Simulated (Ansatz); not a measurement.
**Al2Pt: frozen-core PAW against all-electron methods**

```
CELL_PARAMETERS angstrom
0.00000 2.95500 2.95500
2.95500 0.00000 2.95500
2.95500 2.95500 0.00000
ATOMIC_POSITIONS crystal
Al 0.25000 0.25000 0.25000
Al 0.75000 0.75000 0.75000
Pt 0.00000 0.00000 0.00000
```

Atoms are numbered in the order listed.

The cell is COD entry 9009032, as deposited and not checked against the literature; nothing was relaxed.

No spin–orbit coupling, which matters for the heavy atoms here.

All numbers are computed: DFT, PBE, PAW with Ansatz's default frozen-core files, scalar-relativistic (Ansatz 0.2.0); DFT, PBE, all-electron PAW with datasets made for the crystal, scalar-relativistic (Ansatz 0.2.0); DFT, PBE, all-electron LAPW, scalar-relativistic (Ansatz 0.2.0).

For PAW: a Γ-centred 12×12×12 k mesh, Fermi–Dirac smearing of 0.08 eV, cutoff 420 eV, no spin polarisation. The crystal-made all-electron datasets (AE datasets) take a cutoff of 260 eV at this cell. LAPW targets a basis error of 1 meV/atom. The Ansatz runs share mesh, smearing and spin set-up. Plane-wave (PAW) pressures include the program's estimate of the Pulay term.

Stress and pressure are positive in compression.

Levels count from the Fermi level.

```csv
quantity,PAW,AE datasets,LAPW
pressure (GPa),2.49,2.48,2.48
highest filled level at W (eV),-0.907,-0.907,-0.907
lowest empty level at W (eV),5.175,5.180,5.180
highest filled level at X (eV),-1.623,-1.626,-1.626
lowest empty level at X (eV),3.124,3.126,3.126
highest filled level at K (eV),-0.628,-0.630,-0.630
lowest empty level at K (eV),3.280,3.283,3.284
```

PAW's pressure differs from the LAPW value by about 0.01 GPa or less.
